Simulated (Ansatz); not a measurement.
Vibrations of LuTlSe$_{2}$ (R-3m) by finite displacements

```
Lu Tl Se
1.0
     2.01276    1.16207    7.63359
    -2.01276    1.16207    7.63359
     0.00000   -2.32414    7.63359
Lu Tl Se
1 1 2
Direct
  0.00000 0.00000 0.00000
  0.50000 0.50000 0.50000
  0.73467 0.73467 0.73467
  0.26533 0.26533 0.26533
```

Level of theory, where no other is named: PBEsol, all-electron LAPW in Ansatz 0.2.0, scalar-relativistic. k mesh 6×6×6, fixed occupations, basis error target 0.5 meV/atom. The cell was relaxed by PAW under this functional. The structure is one entry of a database and needn't be the stable phase.

Atoms are displaced by 0.01 Å in the primitive cell, which gives the zone-centre modes alone. Negative values stand for unstable modes. The zone centre has no LO-TO term.

Q: Is the structure dynamically stable at these wave vectors?

A: Yes, no mode is unstable there; wave vectors off this mesh aren't tested.

Q: How do the optical zone-centre modes decompose, and which are active?

A: Point group -3m: Γ_opt = 2Eu + 2A2u + Eg + A1g.

| label | THz | activity | mostly |
| --- | --- | --- | --- |
| Eu | 1.29 | IR | Tl (62 %) |
| A2u | 2.01 | IR | Tl (60 %) |
| Eu | 3.68 | IR | Se (57 %) |
| Eg | 3.93 | Raman | Se (100 %) |
| A2u | 4.86 | IR | Lu (58 %) |
| A1g | 4.95 | Raman | Se (100 %) |

Q: How well do frozen-core PAW files reproduce these all-electron values?

A: With a cutoff of 420 eV and displacements of 0.0025 Å, the r.m.s. difference over the modes is 0.0 cm⁻¹; the largest difference is 165.2 (PAW) against 165.2 cm⁻¹ (LAPW).

Q: The cell is scaled evenly to 105.521 and 108.735 Å³ (from 107.128), with free atoms relaxed and the shape held, so these aren't the values under hydrostatic pressure. What are the mode Grüneisen parameters γ = −d ln ω/d ln V?

A: For the highest mode, 167.7 cm⁻¹ in the small cell and 162.7 in the large one give γ ≈ 1.01. From the change of the dynamical matrix on each mode:

```csv
point,cm⁻¹,γ
Gamma,43.1,3.32
Gamma,67.0,4.40
Gamma,122.8,1.57
Gamma,131.1,1.15
Gamma,162.2,1.04
Gamma,165.2,1.00
```

Q: Linear response on PAW files adds the field. What are the dielectric tensor, the Born charges and the LO shift?

A: ε∞ = (8.56, 8.56, 9.53) along x, y, z with local fields. Born charges (xx, yy, zz): Lu1 (4.26, 4.26, 2.61); Tl2 (1.71, 1.71, 3.39); Se3 (-2.98, -2.98, -3.00); Se4 (-2.98, -2.98, -3.00). For q along x the macroscopic field gives longitudinal modes at 45.9 (from 43.1), 182.3 (from 122.8) cm⁻¹. For q along z the macroscopic field gives longitudinal modes at 96.4 (from 67.0), 192.6 (from 162.2) cm⁻¹. Without the field the optical modes lie at 43.1 (Eu), 67.0 (A2u), 122.8 (Eu), 131.1 (Eg), 162.2 (A2u), 165.2 (A1g) cm⁻¹. With the ions free to follow the field, the program's ε₀ is (21.40, 21.40, 27.82).

Caveats: no spin-orbit coupling on heavy atoms; zone-boundary modes aren't tested; the frozen-core PAW files of the compared runs were fitted under PBE, their cores solved anew for this functional; field response not resolved by the mesh; semilocal gaps are low, and ε∞ tends to come out large.
